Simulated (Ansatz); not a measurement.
Values for one crystal, relaxed and computed with the program Ansatz at the PBEsol level (PAW); other levels are named.

Volume per atom: 13.76 Å³
Band gap: 2.17 eV (indirect)
Dynamical stability on the path: unstable, down to 17i cm⁻¹
HSE06 gap on the PBEsol cell: 3.65 eV
Zone-centre stability: unstable, softest mode 16i cm⁻¹
Smallest direct gap on the standard path: 2.80 eV
Gap with spin–orbit coupling: 2.15 eV

Task: Pick the material that matches.
(A) Mg2SnO4, spinel
(B) Ta2O5, Cmmm (Ta on 4i, O on 4j, O on 4i, O on 2a)
(C) ZrO2, P2_1/c (Zr on 4e, O on 4e, O on 4e)
(D) SrZrO3, R3c (Sr on 6a, Zr on 6a, O on 18b)

Result: B, Ta2O5, Cmmm (Ta on 4i, O on 4j, O on 4i, O on 2a)

The workflow started from a Materials Project entry (that database holds measured and hypothetical structures alike); the Crystallography Open Database copy checked does not list it. COD files the formula under space group No. 49. Its standing as an ambient phase is unchecked. Symmetry was held in the PBEsol relaxation. No spin polarisation was allowed. Spin–orbit coupling is left out wherever it is not named.

Potentials: the earlier of the program's two PAW sets. The files were generated under PBE; for other functionals the program regenerates the frozen cores, and for LDA and PBEsol the local potential too.
